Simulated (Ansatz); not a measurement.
NbAs in space group I4_1md (No. 109; Nb on 4a, As on 4a) at seven volumes, plane-wave PAW PBE (Ansatz code), shape and atoms relaxed at each. One row is withheld.

| V (Å³/atom) | P (GPa) |
|---|---|
| 16.126 | 18.50 |
| 16.657 | 11.32 |
| 17.189 | 5.20 |
| 17.720 | 0.00 |
| 18.252 | -4.43 |
| 18.784 | -8.21 |
| 19.315 | ? |

Fit the shown pressures and predict the withheld one.

P = (3/2)B₀(x^(7/2) − x^(5/2))[1 + (3/4)(B′ − 4)(x − 1)] with x = (V₀/V)^(2/3). Least squares on the six rows gives V₀ = 17.720 Å³/atom, B₀ = 160 GPa, B′ = 4.34. At V = 19.315, x = 0.9442 and P = -11.44 GPa. The run itself gave -11.41 GPa.

The cell was relaxed with PBE under the symmetry of its start. The run is not spin-polarised.

Potentials: the later of the program's two PAW sets.
